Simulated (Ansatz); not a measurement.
TlBr:
```yaml
crystal:
  lattice:
    - [3.83930, 0.00000, 0.00000]
    - [0.00000, 3.83930, 0.00000]
    - [0.00000, 0.00000, 3.83930]
  atoms:
    - { symbol: Tl, position: [0.00000, 0.00000, 0.00000] }
    - { symbol: Br, position: [0.50000, 0.50000, 0.50000] }
```

Relaxed with LDA.

Question: Map the valence electron density (e/Å³), cut off at 1 on the plane through (0.000, 0.000, 0.000) spanned by u = [1, 0, 0] and v = [0, 1, 1] in lattice vectors, from the program Ansatz at the LDA level (PAW).

Answer: x is the fraction of u, y of v (the angle between them is 90°; rows are the nearest grid lines); atoms in the plane: Tl at (0.00, 0.00), Br at (0.50, 0.50).
```
|@@@@@*:      :*@@@@@|
|@@@@@+:      :+@@@@@|
|@@@@@=.      .=@@@@@|
|@@@*-.        .-*@@@|
|*+=-..        ..-=+*|
|::...          ...::|
|      ........      |
|     ..:----:..     |
|    .:-+*##*+-:.    |
|   .:=%@@@@@@%=:.   |
|   .-*@@%++%@@*-.   |
|   .-#@@+..+@@#-.   |
|   .-#@@+..+@@#-.   |
|   .-*@@%++%@@*-.   |
|   .:=%@@@@@@%=:.   |
|    .:-+*##*+-:.    |
|     ..:----:..     |
|      ........      |
|::...          ...::|
|*+=-..        ..-=+*|
|@@@*-.        .-*@@@|
|@@@@@=.      .=@@@@@|
|@@@@@+:      :+@@@@@|
|@@@@@*:      :*@@@@@|
```
Scale: ten equal steps from 0.046 (start of ' ') to 1.00 (end of '@'), in the order ' .:-=+*#%@'; x runs from 0.000 to 1.00, y from 0.000 (bottom) to 1.00 (top).

The density is the valence pseudo-density with augmentation charge, so density and ELF within about 1 Å of a nucleus are not all-electron values.

Space group Pm-3m (CsCl type). The LDA relaxation kept the symmetry of its start. Spin–orbit coupling is left out wherever it is not named.

Potentials: the later of the program's two PAW sets.
